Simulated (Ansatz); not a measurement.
Input, command and steps of an Ansatz relaxation.

```yaml
crystal:
  lattice:
    - [0.0, 5.3612490454, 5.3612490454]
    - [5.3612490454, 0.0, 5.3612490454]
    - [5.3612490454, 5.3612490454, 0.0]
  atoms:
    - { symbol: Cs, position: [0.25, 0.25, 0.25] }
    - { symbol: Cs, position: [0.75, 0.75, 0.75] }
    - { symbol: In, position: [0.0, 0.0, 0.0] }
    - { symbol: Ag, position: [0.5, 0.5, 0.5] }
    - { symbol: Cl, position: [0.7597959814, 0.2402040186, 0.2402040186] }
    - { symbol: Cl, position: [0.2402040186, 0.7597959814, 0.2402040186] }
    - { symbol: Cl, position: [0.2402040186, 0.7597959814, 0.7597959814] }
    - { symbol: Cl, position: [0.7597959814, 0.2402040186, 0.7597959814] }
    - { symbol: Cl, position: [0.2402040186, 0.2402040186, 0.7597959814] }
    - { symbol: Cl, position: [0.7597959814, 0.7597959814, 0.2402040186] }
basis:
  ecutwfc: 500
kpoints:
  mp_grid: { grid: [6, 6, 6] }
hamiltonian:
  xc: r2scan
scf:
  occupations: { method: gaussian, width: 0.02 }
output:
  forces: true
  stress: true
  eigenvalues: true
relax:
  adjacent_minimum: "off"
  f_tol: 0.01
  max_steps: 30
```

```bash
ansatz run input.yaml --threads 2 --pin off --max-ram 5120MiB --backend cpu --events-out ev --progress --plain --runs-dir out
```

These are results of DFT r2SCAN, scalar-relativistic, plane waves, PAW in Ansatz 0.2.0, not measurements.

The volume is held at 1.06 times that of the relaxed cell.

Of 3 frames 3 are shown, positions in Å and forces in eV/Å; the SCF threshold varies from step to step.

```xyz
10
Lattice="0.0000 5.3612 5.3612 5.3612 0.0000 5.3612 5.3612 5.3612 0.0000" Properties=species:S:1:pos:R:3:forces:R:3 pbc="T T T" step=1 free_energy_over_end_meV_per_atom=0.47
Cs    2.6806    2.6806    2.6806    0.0000    0.0000    0.0000
Cs    8.0419    8.0419    8.0419    0.0000    0.0000    0.0000
In    0.0000    0.0000    0.0000    0.0000    0.0000    0.0000
Ag    5.3612    5.3612    5.3612    0.0000    0.0000    0.0000
Cl    2.5756    5.3612    5.3612   -0.1155    0.0000    0.0000
Cl    5.3612    2.5756    5.3612    0.0000   -0.1155    0.0000
Cl    8.1469    5.3612    5.3612    0.1155    0.0000    0.0000
Cl    5.3612    8.1469    5.3612    0.0000    0.1155    0.0000
Cl    5.3612    5.3612    2.5756    0.0000    0.0000   -0.1155
Cl    5.3612    5.3612    8.1469    0.0000    0.0000    0.1155
10
Lattice="0.0000 5.3612 5.3612 5.3612 0.0000 5.3612 5.3612 5.3612 0.0000" Properties=species:S:1:pos:R:3:forces:R:3 pbc="T T T" step=2 free_energy_over_end_meV_per_atom=0.01
Cs    2.6806    2.6806    2.6806    0.0000    0.0000    0.0000
Cs    8.0419    8.0419    8.0419    0.0000    0.0000    0.0000
In    0.0000    0.0000    0.0000    0.0000    0.0000    0.0000
Ag    5.3612    5.3612    5.3612    0.0000    0.0000    0.0000
Cl    2.5600    5.3612    5.3612    0.0207    0.0000    0.0000
Cl    5.3612    2.5600    5.3612    0.0000    0.0207    0.0000
Cl    8.1625    5.3612    5.3612   -0.0207    0.0000    0.0000
Cl    5.3612    8.1625    5.3612    0.0000   -0.0207    0.0000
Cl    5.3612    5.3612    2.5600    0.0000    0.0000    0.0207
Cl    5.3612    5.3612    8.1625    0.0000    0.0000   -0.0207
10
Lattice="0.0000 5.3612 5.3612 5.3612 0.0000 5.3612 5.3612 5.3612 0.0000" Properties=species:S:1:pos:R:3:forces:R:3 pbc="T T T" step=3 free_energy_over_end_meV_per_atom=0.00
Cs    2.6806    2.6806    2.6806    0.0000    0.0000    0.0000
Cs    8.0419    8.0419    8.0419    0.0000    0.0000    0.0000
In    0.0000    0.0000    0.0000    0.0000    0.0000    0.0000
Ag    5.3612    5.3612    5.3612    0.0000    0.0000    0.0000
Cl    2.5623    5.3612    5.3612   -0.0003    0.0000    0.0000
Cl    5.3612    2.5623    5.3612    0.0000   -0.0003    0.0000
Cl    8.1602    5.3612    5.3612    0.0003    0.0000    0.0000
Cl    5.3612    8.1602    5.3612    0.0000    0.0003    0.0000
Cl    5.3612    5.3612    2.5623    0.0000    0.0000   -0.0003
Cl    5.3612    5.3612    8.1602    0.0000    0.0000    0.0003
```

Time: 23 s on 2 threads of AMD EPYC 9R45 96-Core Processor (Zen 5), with other jobs on the host, peak memory 1.7 GiB.